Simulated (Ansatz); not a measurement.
GaAs:
```xyz
6
Lattice="4.0182 0.0000 0.0000 -2.0091 3.4798 0.0000 0.0000 0.0000 8.7813" Properties=species:S:1:pos:R:3 pbc="T T T"
Ga    -1.0043     1.7394     5.8542
Ga     1.0048     1.7404     0.0000
Ga     2.0085     0.0000     2.9271
As    -1.0044     1.7397     1.4635
As     1.0047     1.7402     4.3906
As     2.0088     0.0000     7.3177
```

Relaxed with PBEsol. Special points in fractions of this cell's reciprocal vectors: Γ (0.000, 0.000, 0.000); M (0.500, 0.000, 0.000); K (0.333, 0.333, 0.000); A (0.000, 0.000, 0.500); L (0.500, 0.000, 0.500); H (0.333, 0.333, 0.500).

List the band energies nearest the Fermi level at these points for DFT-PBEsol in the program Ansatz with PAW potentials.

In eV from the Fermi level; about four levels below and three above (degenerate sets whole), none deeper than 8.9 eV; points with the same levels are listed once.

```
k                    below                above
-  -----------------------  -------------------
Γ  -0.82 -0.82 -0.65 -0.55       0.09 1.42 1.42
M  -2.80 -2.06 -1.87 -1.79       0.29 0.53 1.33
K  -2.41 -1.82 -1.82 -0.19  2.13 2.13 4.73 4.73
A  -0.79 -0.70 -0.70 -0.44       1.30 1.47 1.47
L  -2.65 -2.59 -2.25 -1.95       0.96 1.38 2.32
H  -4.05 -4.05 -2.31 -1.57       2.33 2.42 2.42
```

Space group P6_422. The start of the workflow was typed in or built on a structure type; neither database checked (COD, Materials Project) lists it. It is not the phase usual at ambient conditions (space group No. 216). The PBEsol relaxation kept the symmetry of its start; its stability against distortions is not shown here. Point labels and valley counts follow the cell and symmetry of the run, lower than the named group. The Fermi level of a semimetal is unsure by some 0.05 eV on such meshes. Spin–orbit coupling is left out wherever it is not named.

Potentials: the later of the program's two PAW sets.
